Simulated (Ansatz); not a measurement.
Input:

Li2Nb4NiO12:
```xyz
19
Lattice="-5.1433 0.0000 0.0000 -2.5814 2.1477 8.4846 -2.5648 4.8929 0.0000" Properties=species:S:1:pos:R:3 pbc="T T T"
Li    -5.1286     2.9057     0.9726
Li    -7.7112     4.7171     3.0581
Nb    -7.7299     5.3003     6.4633
Nb    -2.5592     1.7978     2.0479
Nb    -5.1797     3.4975     4.2839
Nb    -7.7007     2.1557     8.4565
Ni    -2.5903     1.3628     5.0761
O     -4.1992     4.5834     5.8162
O     -4.1989     0.9853     1.6347
O     -6.6947     4.9001     4.8480
O     -1.5062     1.2859     0.6570
O     -8.6268     6.2127     8.0536
O     -3.5031     2.7265     3.8547
O     -7.1702     3.9465     7.5574
O     -4.5061     5.3898     3.3210
O     -5.9052     2.1891     5.3779
O     -3.2129     3.5940     1.1933
O     -6.0609     6.5555     6.8871
O     -6.1402     3.1258     2.7150
```
Starting moments (μB, in the order of the atoms Li Li Nb Nb Nb Nb Ni O O O O O O O O O O O O): 0.0 0.0 0.0 0.0 0.0 0.0 1.6 0.0 0.0 0.0 0.0 0.0 0.0 0.0 0.0 0.0 0.0 0.0 0.0.

This is the r²SCAN-relaxed structure. Tensor components refer to the Cartesian frame of this cell.

Q: All from plane-wave PAW r²SCAN (Ansatz code), unless another level is named. Estimate the smallest direct gap on the standard path.

A: 2.68 eV.

Q: Predict the hole effective mass.

A: 2.8, 5.1, 10 mₑ (principal values).

Q: Next, the band gap?

A: 2.62 eV (indirect).

Q: Predict the weight of the conduction-edge state by species (Voronoi cells).

A: Nb 46 %, Ni 32 %, O 21 %.

Q: Predict the conduction-band minimum.

A: off the standard path, at k = (0.255, -0.354, -0.354).

Space group P1. The start of the workflow was typed in or built on a structure type; neither database checked (COD, Materials Project) lists it. Its standing as an ambient phase is unchecked. The r²SCAN relaxation kept the symmetry of its start; whether a distortion lowers the energy is not shown. Magnetic state: ferromagnetic, the only order run, not a proven ground state. Other orbital occupations within this spin state were not tried. No Hubbard U is applied. Scalar-relativistic: spin–orbit coupling is off unless named, which matters more the heavier the elements.

Potentials: the later of the program's two PAW sets.
